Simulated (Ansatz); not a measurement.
CaO:
```xyz
2
Lattice="0.0000 2.3834 2.3834 2.3834 0.0000 2.3834 2.3834 2.3834 0.0000" Properties=species:S:1:pos:R:3 pbc="T T T"
Ca     0.0000     0.0000     0.0000
O      2.3834     2.3834     2.3834
```

Tensor components refer to the Cartesian frame of this cell.

Q: Give the high-frequency dielectric tensor and the Born effective charge tensors of the independent atoms from DFPT, PBEsol in the plane-wave PAW code Ansatz.

A: 
ε∞:
```
3.86  0.00  0.00
0.00  3.86  0.00
0.00  0.00  3.86
```
Z* of atom 1 (Ca), rows: field, columns: displacement, in e:
```
2.36  0.00  0.00
0.00  2.36  0.00
0.00  0.00  2.36
```
Z* of atom 2 (O), rows: field, columns: displacement, in e:
```
-2.36   0.00   0.00
 0.00  -2.36   0.00
 0.00   0.00  -2.36
```

Space group Fm-3m (rock salt). The PBEsol relaxation kept the symmetry of its start. The volume moved by -56 % from the start of the relaxation.

Potentials: the earlier of the program's two PAW sets. The files were generated under PBE; for other functionals the program regenerates the frozen cores, and for LDA and PBEsol the local potential too.
